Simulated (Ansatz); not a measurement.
Nb (fcc (Cu type), Fm-3m) under volume change, PBEsol (plane waves, PAW; program Ansatz), scaled uniformly.

```csv
V (Å³/atom),E − E(relaxed) (meV/atom),P (GPa)
16.499,92.2,19.46
17.043,39.0,12.06
17.587,9.3,5.61
18.131,0.0,0.00
18.675,8.5,-4.88
19.218,32.4,-9.13
19.762,69.8,-12.82
```

Q: What does a third-order Birch–Murnaghan fit give for V₀, B₀ and B′?

A: V₀ = 18.13 Å³/atom, B₀ = 174 GPa, B′ = 3.6.

The workflow started from an entry of the Crystallography Open Database (COD), which files this formula under 2 space groups. It is not the phase usual at ambient conditions (space group No. 229). The cell was relaxed with PBEsol under the symmetry of its start. At this level the phase is mechanically unstable. No spin polarisation was allowed.

Potentials: the earlier of the program's two PAW sets. The files were generated under PBE; for other functionals the program regenerates the frozen cores, and for LDA and PBEsol the local potential too.
